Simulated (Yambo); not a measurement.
GaAlP2 (space group P-4m2, No. 115), G0W0@LDA in Yambo; all else as in the reference (4×4×4 Γ-centred k mesh, 147 bands and a 8 Ry block in the screening, 147 bands in G with the Bruneval-Gonze terminator, plasmon pole fitted at 27.2 eV). One parameter is varied: the cutoff of the exchange sum, over 5, 10, 20, 40, 80 Ry.

Task: From which value on does the gap Γ → M stay within 0.05 eV of the largest setting?

Result: From 10 Ry on.
| cutoff of the exchange sum (Ry) | G0W0 gap (eV) | valence shift (eV) |
|---|---|---|
| 5 | 2.18 | -0.40 |
| 10 | 2.26 | -0.55 |
| 20 | 2.27 | -0.60 |
| 40 | 2.27 | -0.64 |
| 80 | 2.28 | -0.65 |
The last step of the sweep still moves the gap by 4 meV; the other settings are held fixed.

The standard potential for Ga keeps a d shell in the valence without the s and p states of that shell. In tests on such compounds this moved G0W0 gaps by up to about 0.9 eV, so absolute quasiparticle energies here are unreliable; differences between settings are what counts.

Spin-orbit coupling is not included.

Geometry relaxed with LDA; primitive cell a = 3.828 Å, b = 3.828 Å, c = 5.399 Å, α = 90.00°, β = 90.00°, γ = 90.00°.

The structure is a Materials Project entry; no match was found in the copy of COD used, and its stability was not checked.

A shift is the quasiparticle energy of the state minus its LDA energy.
